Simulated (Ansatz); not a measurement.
## Optical constants of Ga$_{2}$O

Computed with DFT PBE, scalar-relativistic, plane waves, PAW in Ansatz. Plane waves to 420 eV; Γ-centred k mesh 12×12×12; Fermi-Dirac smearing of 0.15 eV. No spin polarisation.

The cell, relaxed at this level:
```xyz
3
Lattice="0.0000 2.9785 2.9785 2.9785 0.0000 2.9785 2.9785 2.9785 0.0000" Properties=species:S:1:pos:R:3 pbc="T T T"
Ga    1.4893    1.4893    1.4893
Ga    4.4678    4.4678    4.4678
O     0.0000    0.0000    0.0000
```

The cell was built by swapping an element in a database structure (itself possibly hypothetical) and relaxing; it need not be the stable form of this composition. In a metal these results depend on the k mesh and the smearing. Spin polarisation was left out, and a magnetic state may lie lower. A semilocal functional can close a gap that the real compound has.

Independent-particle response (no local fields, no excitons) on a 20×20×20 mesh, broadened by 0.1 eV; the Drude term is undamped and its weight carries the smearing above, which sets much of it in a semimetal. The run couldn't bound its error over part or most of this range, so small peaks and near ties are unsure. Light polarised along x. ε₁ lacks the small share of bands above those solved.

Q: Tabulate ε₁ and ε₂ against photon energy.

A:
```tsv
E (eV)	ε₁	ε₂
0.3	-78.94	20.73
0.7	-1.11	18.19
1.1	4.09	15.46
1.5	6.82	13.44
1.9	7.08	12.88
2.3	7.30	13.99
2.7	5.58	17.56
3.1	-1.13	13.99
3.5	-0.70	10.31
3.9	0.83	8.93
4.3	1.75	11.91
4.7	-2.06	13.37
5.1	-6.23	10.39
5.5	-5.03	5.94
5.9	-3.68	5.83
6.3	-4.96	4.51
6.7	-4.92	3.31
7.1	-3.40	2.51
7.5	-2.96	2.08
7.9	-2.65	1.58
8.3	-2.18	1.14
8.7	-1.74	1.01
9.1	-1.37	0.92
9.5	-1.21	0.88
9.9	-1.05	0.76
10.3	-0.70	0.69
10.7	-0.75	0.90
```

Q: Where is the highest local maximum of ε₂ between 0.3 and 11 eV?

A: At 2.8 eV, where ε₂ = 18.0.